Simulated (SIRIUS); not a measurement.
A self-consistent single point of CdTe (F-43m, 8 atoms in the cell; from Materials Project mp-406, changed as shown) with SIRIUS.

Computed with PBE, GBRV PBE ultrasoft pseudopotentials (plane waves; SIRIUS).

The change in words: lattice scaled by 0.98. Reference geometry (F-43m):
```xyz
8
Lattice="6.5642 0.0000 0.0000 0.0000 6.5642 0.0000 0.0000 0.0000 6.5642" Properties=species:S:1:pos:R:3 pbc="T T T"
Cd     0.0000     0.0000     0.0000
Cd     0.0000     3.2821     3.2821
Cd     3.2821     0.0000     3.2821
Cd     3.2821     3.2821     0.0000
Te     1.6411     1.6411     4.9232
Te     1.6411     4.9232     1.6411
Te     4.9232     1.6411     1.6411
Te     4.9232     4.9232     4.9232
```

Reference input (self-consistent single point, DFT, PBE, plane waves, GBRV PBE ultrasoft pseudopotentials): parameters.ngridk = 4 4 4; parameters.xc_functionals = [XC_GGA_X_PBE, XC_GGA_C_PBE]; parameters.gk_cutoff = 6.325 1/bohr; parameters.pw_cutoff = 14.143 1/bohr; parameters.smearing = fermi_dirac; parameters.smearing_width = 0.00183747 Ha; potentials = GBRV PBE ultrasoft pseudopotentials; parameters.electronic_structure_method = pseudopotential; parameters.num_bands = 43; parameters.num_mag_dims = 0; parameters.num_dft_iter = 100; parameters.energy_tol = 1e-07 Ha. This run's input differs from it in these lines:

```diff
@@ -32,5 +32,5 @@
     "lattice_vectors": [
-      [12.4045969191, 0.0, 0.0],
-      [0.0, 12.4045969191, 0.0],
-      [0.0, 0.0, 12.4045969191]
+      [12.1565042248, 0.0, 0.0],
+      [0.0, 12.1565042248, 0.0],
+      [0.0, 0.0, 12.1565042248]
     ],
```

Output, abridged:

```
[find] density tolerance         : 1e-06
[find] total energy tolerance    : 1e-07
[find] iter_solver_tol (initial) : 0.01
[find] iter_solver_tol (target)  : 1e-13
[find] num_dft_iter              : 100
Charges and magnetic moments
--------------------------------------------------------------------------------
total charge          : 72.000000
[find] | SCF iteration   0 out of 100|
[diagonalize] iterative solver tolerance (occupied, empty): 0.01 0.01
[diagonalize] average number of iterations: 2
[find] Charges and magnetic moments
[find] total charge          : 72.000000
[find] Energy
[find] smearing (-TS)                 :      -0.00000004
   [... lines left out ...]

[find] Charges and magnetic moments
[find] total charge          : 72.000000
[find] Energy
[find] smearing (-TS)                 :      -0.00000048
[find] Total energy                   :    -282.56572771 (Ha),    -565.13145543 (Ry)
[find] Free energy (E-TS)             :    -282.56572820 (Ha),    -565.13145640 (Ry)
[find] band gap (eV)                  :       0.82989256
[find] Efermi                         :       0.21603804
[find] iteration : 23, RMS (target) : 2.7677e-07 (1.0000e-06) , energy difference (target) : -6.0822e-12 (1.0000e-07)
[find] bands are converged : true
[find] iterative solver converged : true
[find] converged after 24 SCF iterations!
[find] Charges and magnetic moments
[find] total charge          : 72.000000
[find] Energy
[find] smearing (-TS)                 :      -0.00000048
[find] Total energy                   :    -282.56572771 (Ha),    -565.13145543 (Ry)
[find] Free energy (E-TS)             :    -282.56572820 (Ha),    -565.13145640 (Ry)
[find] band gap (eV)                  :       0.82989256
[find] Efermi                         :       0.21603804
[ground_state] === stress tensor components [kbar] ===
[ground_state] === stress_total ===
[ground_state]   -38.021913    0.000000    0.000000
[ground_state]     0.000000  -38.021913    0.000000
[ground_state]     0.000000    0.000000  -38.021913
[ground_state] ==== total Forces in Ha/bohr =====
[ground_state] atom:    0, force:      -0.0000000     -0.0000000     -0.0000000
   [... zero for the other atoms too ...]
```

The run converged in 24 iterations. SIRIUS prints the stress tensor with tension positive. Against the reference run the free energy goes up by 32.0 meV/atom, the pressure goes from 0.96 to 3.80 GPa and the gap on the mesh goes from 0.649 to 0.830 eV.

Spin-orbit coupling is left out, which matters for bands and gaps with elements this heavy. The structure comes from a collection of computed structures, made at another level of theory; the collection holds predicted forms beside known ones.

Cost on one core: roughly 100 core-seconds.

The gap that the log prints is read on the run's mesh, which can miss the band edges or a crossing.
